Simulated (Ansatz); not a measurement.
A 4-atom cell of Mg₂NCl (R-3m) from a materials database, relaxed with r2SCAN in Ansatz. It is trigonal, R-3m (No. 166); a = 3.293 Å, c = 17.814 Å in the conventional setting, 13.94 Å³ an atom. Mg has 3 N at 2.15 Å and 3 Cl at 2.74 Å; N has 6 Mg at 2.15 Å; Cl has 6 Mg at 2.74 Å.

The axes x, y and z are those of this cell:
```yaml
crystal:
  lattice:
    - [1.64661, 0.95067, 5.93796]
    - [-1.64661, 0.95067, 5.93796]
    - [0.00000, -1.90134, 5.93796]
  atoms:
    - { symbol: Mg, position: [0.22291, 0.22291, 0.22291] }
    - { symbol: Mg, position: [0.77709, 0.77709, 0.77709] }
    - { symbol: N, position: [0.50000, 0.50000, 0.50000] }
    - { symbol: Cl, position: [0.00000, 0.00000, 0.00000] }
```

Unstrained: The PBE gap is direct at Γ: 2.437 eV. r2SCAN gives a direct gap of 3.120 eV at Γ. HSE06 gives a direct gap of 3.650 eV at Γ. Meshes: PBE 10×10×10, r2SCAN 10×10×10, HSE06 6×6×6. Strains are changes of length per length. After each strain the atoms were relaxed again with r2SCAN in this cell and within any symmetry left, so distortions that break it or need a larger cell weren't tested; points keep the names that they have in the unstrained zone. Calculated for a static, non-magnetic cell.

(1) Estimate what biaxial +0.37 % in x and y, z held does to the gap.

(2) For epitaxial +1.92 % in the xy plane, how far does the free direction move, and what happens to the gap?

(3) Estimate what uniaxial +1.53 % along x, other directions held does to the gap.

(4) Estimate what uniaxial +4.93 % along y, other directions held does to the gap.

(5) Order the strained cells by their HSE06 gap, smallest first.
A. uniaxial +1.53 % along x, other directions held
B. uniaxial +4.93 % along y, other directions held
C. biaxial +0.37 % in x and y, z held
D. epitaxial +1.92 % in the xy plane

Answers

(1) PBE: the gap goes from 2.437 to 2.415 eV (-0.022 eV); with r2SCAN the top three valence levels at Γ, grouped 2+1 from the top over 1033 meV, become 2+1 over 992 meV. r2SCAN: the gap goes from 3.120 to 3.097 eV (-0.023 eV). HSE06: the gap goes from 3.650 to 3.622 eV (-0.028 eV). The r2SCAN energy rises by 0.3 meV an atom.

(2) The normal strain at zero normal stress is -0.55 %, 0.29 of the in-plane strain with the sign turned. PBE: the gap goes from 2.437 to 2.354 eV (-0.083 eV); with r2SCAN the top three valence levels at Γ, grouped 2+1 from the top over 1033 meV, become 2+1 over 800 meV. r2SCAN: the gap goes from 3.120 to 3.033 eV (-0.088 eV). HSE06: the gap goes from 3.650 to 3.542 eV (-0.108 eV).

(3) PBE: the gap goes from 2.437 to 2.352 eV (-0.085 eV); with r2SCAN the top three valence levels at Γ, grouped 2+1 from the top over 1033 meV, become 1+1+1 over 987 meV. r2SCAN: the gap goes from 3.120 to 3.031 eV (-0.089 eV). HSE06: the gap goes from 3.650 to 3.557 eV (-0.093 eV). The r2SCAN energy rises by 2.2 meV an atom.

(4) PBE: the gap goes from 2.437 to 2.140 eV (-0.297 eV); with r2SCAN the top three valence levels at Γ, grouped 2+1 from the top over 1033 meV, become 1+1+1 over 903 meV. r2SCAN: the gap goes from 3.120 to 2.807 eV (-0.314 eV). HSE06: the gap goes from 3.650 to 3.327 eV (-0.323 eV). The r2SCAN energy rises by 21.5 meV an atom.

(5) B (3.33 eV), D (3.54 eV), A (3.56 eV), C (3.62 eV).

The splittings at Γ are without spin-orbit coupling, which regroups them where it is of like size.
